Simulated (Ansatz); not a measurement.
## BaTiO3: how strain makes field gradients

```yaml
crystal:
  lattice:
    - [4.00730, 0.00000, 0.00000]
    - [0.00000, 4.00730, 0.00000]
    - [0.00000, 0.00000, 4.00730]
  atoms:
    - { symbol: Ba, position: [0.50000, 0.50000, 0.50000] }
    - { symbol: Ti, position: [0.00000, 0.00000, 0.00000] }
    - { symbol: O, position: [0.50000, 0.00000, 0.00000] }
    - { symbol: O, position: [0.00000, 0.50000, 0.00000] }
    - { symbol: O, position: [0.00000, 0.00000, 0.50000] }
```

Atoms are numbered in the order listed.

The conventional cell has a = 4.007 Å, b = 4.007 Å, c = 4.007 Å, α = 90.00°, β = 90.00°, γ = 90.00°. Ba (atom 1) is surrounded by 12 O at 2.83 Å. Ti (atom 2) has 6 O at 2.00 Å as nearest neighbours. O (atom 3) has 2 Ti at 2.00 Å as nearest neighbours.

The cell comes from COD entry 1507757, which wasn't checked; take it as a given geometry.

Method: Ansatz 0.2.0, DFT, LDA, all-electron PAW with datasets made for the crystal, scalar-relativistic.

Settings: a Γ-centred 8×8×8 k mesh, Fermi–Dirac smearing of 0.05 eV, cutoff 540 eV (chosen by the program for this cell), no spin polarisation.

The strain is applied along the Cartesian axes of the cell as listed (γ is the engineering shear, twice εxy = εyz = εzx). Fractional coordinates are held (clamped ions).

The columns are Cartesian components of the electric field gradient at the nuclei, in 10²¹ V/m².

No spin–orbit coupling: at heavy atoms the gradients can be off by tens of per cent for that reason.

Only quantities that a quadratic follows smoothly over the whole series are listed; rougher ones are left out.

```tsv
γ	Vxy at Ba1	Vxy at Ti2	Vxy at O3
-0.0300	-1.72	0.60	-0.38
-0.0100	-0.62	0.20	-0.13
0.0000	0.00	0.00	0.00
0.0100	0.66	-0.20	0.13
0.0200	1.35	-0.39	0.27
0.0300	2.07	-0.58	0.40
```

Problem. Fit the series and give the gradient–strain slopes.

Solution. Least-squares fits y = p0 + p1 x + p2 x² to the rows give Vxy at Ba1: p1 = 63.3, p2 = 190; Vxy at Ti2: p1 = -19.7, p2 = 12; Vxy at O3: p1 = 13, p2 = 12. The slopes p1 are in 10²¹ V/m² per unit strain, for clamped ions.

Problem. One run, at γ = -0.0200, is withheld. Predict its row.

Solution. The fits give -1.19, 0.40, -0.26; the run gave -1.19, 0.40, -0.26.
